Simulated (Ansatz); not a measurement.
**Profile along the Fe–Fe line in FePt (CuAu type, space group P4/mmm)**

FePt (CuAu type, space group P4/mmm)

```xyz
2
Lattice="2.7301 0.0000 0.0000 0.0000 2.7301 0.0000 0.0000 0.0000 3.7639" Properties=species:S:1:pos:R:3 pbc="T T T"
Fe     1.3650     1.3650     1.8819
Pt     0.0000     0.0000     0.0000
```

Fields along a shortest Fe–Fe line of a (010) plane (2.73 Å), from Fe to Fe, interpolated on the slice's grid (step about 0.2 Å). The numbers are results of PBE (plane waves to 420 eV, PAW, scalar-relativistic; Ansatz, a program for electronic structure), not measurements. k mesh 17×17×12. Inside the PAW spheres the values are not all-electron values, and peaks at nuclei hang on which shells count as valence. FePt was relaxed with its symmetry unable to fall. Relaxed FePt ends ferromagnetic. Spin-orbit coupling is left out, though Pt is heavy. The magnetic order is the one the run started from; other orders were not tried.

| distance from Fe (Å) | valence electron density (e/Å³) | spin density, up minus down (e/Å³) | electron localisation function | ELF of the up spins | ELF of the down spins |
|---|---|---|---|---|---|
| 0.00 | 35.66 | 7.75 | x | x | x |
| 0.27 | 21.73 | 4.39 | x | x | x |
| 0.55 | 5.91 | 1.04 | 0.53 | 0.47 | 0.61 |
| 0.82 | 0.93 | 0.18 | 0.25 | 0.27 | 0.22 |
| 1.09 | 0.31 | 0.03 | 0.17 | 0.15 | 0.20 |
| 1.36 | 0.24 | 0.00 | 0.25 | 0.18 | 0.36 |
| 1.64 | 0.31 | 0.03 | 0.17 | 0.15 | 0.20 |
| 1.91 | 0.93 | 0.18 | 0.25 | 0.27 | 0.22 |
| 2.18 | 5.91 | 1.04 | 0.53 | 0.47 | 0.61 |
| 2.46 | 21.73 | 4.39 | x | x | x |
| 2.73 | 35.66 | 7.75 | x | x | x |

x: too close to a nucleus for the ELF to mean much.

Density on the Fe–Fe line (2.73 Å) at its midpoint: 0.24 e/Å³. ELF at that point: 0.2.
